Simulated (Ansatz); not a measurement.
NaF:
Space group F-43m (No. 216); a = 5.0905 Å, b = 5.0905 Å, c = 5.0905 Å, α = 90.00°, β = 90.00°, γ = 90.00°

| atom | site | symmetry | x | y | z |
|---|---|---|---|---|---|
| Na | 4a | -43m | 0.0000 | 0.0000 | 0.0000 |
| F | 4d | -43m | 0.7500 | 0.7500 | 0.7500 |
(The calculation used a cell of 2 atoms; values per cell refer to that cell.)

This is the PBEsol-relaxed structure.

Q: All from PBEsol (plane waves, PAW; program Ansatz), unless another level is named. Estimate the band gap.

A: 5.53 eV (smallest direct gap 5.53 eV).

Q: And the electron effective mass?

A: 0.62 mₑ (isotropic).

Q: Give the HSE06 gap on the PBEsol cell.

A: 7.60 eV.

Q: Predict the valence-band maximum.

A: on the K–Γ line, 81 % of the way from K.

Q: Predict the conduction-band minimum.

A: at Γ.

Q: Predict the weight of the valence-edge state by species (Voronoi cells).

A: F 96 %, Na 4 %.

The start of the workflow was typed in or built on a structure type; neither database checked (COD, Materials Project) lists it. It is not the phase usual at ambient conditions (space group No. 225). The PBEsol relaxation kept the symmetry of its start; phonons on a q-mesh show no instability.

Potentials: the later of the program's two PAW sets.
